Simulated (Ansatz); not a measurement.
NiS2:
```yaml
crystal:
  lattice:
    - [5.15706, 0.00000, 0.00000]
    - [0.00000, 5.28463, 0.00000]
    - [0.00000, 0.00000, 29.00000]
  atoms:
    - { symbol: Ni, position: [0.00000, 0.50000, 0.50000] }
    - { symbol: Ni, position: [0.50000, 0.00000, 0.50000] }
    - { symbol: S, position: [0.88465, 0.87651, 0.47990] }
    - { symbol: S, position: [0.38465, 0.62349, 0.52010] }
    - { symbol: S, position: [0.61535, 0.37651, 0.47990] }
    - { symbol: S, position: [0.11535, 0.12349, 0.52010] }
```
Free-standing layer in the xy plane with vacuum along z and no interaction between images.

Relaxed with r²SCAN+D4. Special points in fractions of this cell's reciprocal vectors: Γ (0.000, 0.000, 0.000); X (0.500, 0.000, 0.000); S (0.500, 0.500, 0.000); Y (0.000, 0.500, 0.000).

Q: List the band energies nearest the valence-band maximum at these points for r²SCAN+D4 (plane waves, PAW; program Ansatz).

A: In eV from the valence-band maximum; about four levels below and three above (degenerate sets whole), none deeper than 8.9 eV; points with the same levels are listed once.

```
k                    below                above
-  -----------------------  -------------------
Γ   -0.93 -0.60 -0.50 0.00       1.50 2.49 2.96
X  -0.83 -0.83 -0.27 -0.27  1.56 1.56 2.95 2.95
S  -1.09 -1.09 -0.80 -0.80  1.09 1.09 3.46 3.46
Y  -0.76 -0.76 -0.45 -0.45  1.54 1.54 2.48 2.48
```

Space group P2_1/c. The layer was cut from a bulk entry of the Materials Project (measured or hypothetical); whether that bulk phase is the ambient one, and whether the layer has been isolated, was not checked. The cell was relaxed with r²SCAN+D4 under the symmetry of its start; whether a distortion lowers the energy is not shown. The workflow began spin-polarised and lost its moments.

Potentials: the later of the program's two PAW sets.
